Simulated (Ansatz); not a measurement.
### Question
Name crystals whose computed values (plane-wave PAW PBEsol (Ansatz code)) fall in these windows: Θ_D (K) 210 to 270; G_Hill (GPa) 21 to 27; B₀ by P(V) fit (GPa) 37 to 47.

### Answer


| crystal | Θ_D (K) | G_Hill (GPa) | B₀ by P(V) fit (GPa) |
|---|---|---|---|
| Y, fcc (Cu type) | 235 | 23.9 | 41.7 |
Others may fit too.

Not the usual ambient phase: Y, fcc (Cu type). The cell was relaxed under the symmetry of its start. Rows with no word on spin ran without spin polarisation. Scalar-relativistic: spin–orbit coupling is off unless named, which matters more the heavier the elements.

Potentials: the later of the program's two PAW sets.
